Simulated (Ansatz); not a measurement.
Relaxation of a relaxed Be cell squeezed uniformly to 80 % of its volume; 2 atoms in the cell, which starts as P6₃/mmc (No. 194), hP2; a = 2.1014 Å, b = 2.1014 Å, c = 3.3084 Å, α = 90.00°, β = 90.00°, γ = 120.00°. These are r2SCAN (plane waves to 500 eV, PAW, scalar-relativistic; Ansatz, a program for electronic structure) values and carry that method's errors. Γ-centred k-mesh 25×25×14 on the run's cell, Fermi–Dirac smearing 0.05 eV. This is the first round of the run. 

The optimiser's lines from the output (shortened; P is positive under compression):

```
relax step   1: F+E_penalty+E_count = -186.33563258 eV  Δ(F+E_penalty+E_count) = +0.000e0 eV  max|allowed force component| = 1.665e-16 eV/Å  Δτ_max = 0.0000 Å  P = +40.131 GPa  Ω = 12.652 Å³  (6 SCF iters, dr2 threshold 1.00e-7 eV, accepted)
relax step   2: F+E_penalty+E_count = -186.55150439 eV  Δ(F+E_penalty+E_count) = -2.159e-1 eV  max|allowed force component| = 1.295e-16 eV/Å  Δτ_max = 0.0000 Å  P = +21.287 GPa  Ω = 13.792 Å³  (5 SCF iters, dr2 threshold 2.00e-7 eV, accepted)
relax step   3: F+E_penalty+E_count = -186.66760848 eV  Δ(F+E_penalty+E_count) = -1.161e-1 eV  max|allowed force component| = 1.480e-16 eV/Å  Δτ_max = 0.0000 Å  P = +3.704 GPa  Ω = 15.370 Å³  (5 SCF iters, dr2 threshold 2.00e-7 eV, accepted)
relax step   4: F+E_penalty+E_count = -186.67262703 eV  Δ(F+E_penalty+E_count) = -5.019e-3 eV  max|allowed force component| = 2.683e-16 eV/Å  Δτ_max = 0.0000 Å  P = +0.486 GPa  Ω = 15.744 Å³  (4 SCF iters, dr2 threshold 2.00e-7 eV, accepted)
relax step   5: F+E_penalty+E_count = -186.67273261 eV  Δ(F+E_penalty+E_count) = -1.056e-4 eV  max|allowed force component| = 1.850e-16 eV/Å  Δτ_max = 0.0000 Å  P = -0.003 GPa  Ω = 15.807 Å³  (3 SCF iters, dr2 threshold 2.00e-7 eV, accepted)
relax step   6: F+E_penalty+E_count = -186.67273437 eV  Δ(F+E_penalty+E_count) = -1.766e-6 eV  max|allowed force component| = 9.252e-17 eV/Å  Δτ_max = 0.0000 Å  P = +0.000 GPa  Ω = 15.806 Å³  (2 SCF iters, dr2 threshold 2.04e-8 eV, accepted)
relax step   7: F+E_penalty+E_count = -186.67279065 eV  Δ(F+E_penalty+E_count) = -5.628e-5 eV  max|allowed force component| = 2.035e-16 eV/Å  Δτ_max = 0.0000 Å  P = +0.007 GPa  Ω = 15.806 Å³  stress off target by 7.38e-3 GPa  SCF on the basis re-selected at this cell (its energy is not comparable with the rows above)  (4 SCF iters)
```

From the first to the last row the energy changes by -0.17 eV/atom and the volume by +24.9 %. The last row is marked as not comparable with the walk above it, whose basis was carried along; it does compare with step 1, since both stand on a basis selected at the nominal cutoff for their own cell.

Later rounds, restarted from the end of this one on a renewed k-mesh, logged 4 more steps and released under 0.01 eV/atom more. The final structure after all rounds: P6₃/mmc (No. 194), hP2, hcp (Mg type); a = b = 2.2636 Å, c = 3.5638 Å, α = β = 90.00°, γ = 120.00°. Between re-selections the logged energies stand on a plane-wave basis carried along with the cell. No spin polarisation in the result.

The run could not lose the symmetry of its start.

All atoms sit on sites fixed by symmetry, so only the cell could relax.
